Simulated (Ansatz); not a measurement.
Consider the following.

NbSi:
```
NbSi
1.0
    3.14417     0.00000     0.00000
    0.00000     3.14417     0.00000
    0.00000     0.00000     3.14417
Nb Si
1 1
Cartesian
  0.00000   0.00000   0.00000
  1.57209   1.57209   1.57209
```

This is the r²SCAN-relaxed structure.

### Question
All from the program Ansatz at the r²SCAN level (PAW), unless another level is named. Estimate the bulk modulus (Birch–Murnaghan fit).

### Answer
177 GPa.

### Question
And the elastic constants (relaxed ions, GPa)?

### Answer
C11 = 105, C12 = 214, C44 = 23.4.

Space group Pm-3m (CsCl type). The cell is a constructed one: a structure type filled with these elements; neither database checked (COD, Materials Project) lists it. Whether it is the stable phase at ambient conditions was not checked. The r²SCAN relaxation kept the symmetry of its start. At this level the phase is mechanically unstable. No spin polarisation was allowed. As this level gives no gap, shear constants depend on the k-mesh and smearing (Fermi–Dirac, 0.1 eV here). On the denser mesh and wider smearing of the elastic run this cell carries a stress of 0.3 GPa.

Potentials: the later of the program's two PAW sets.
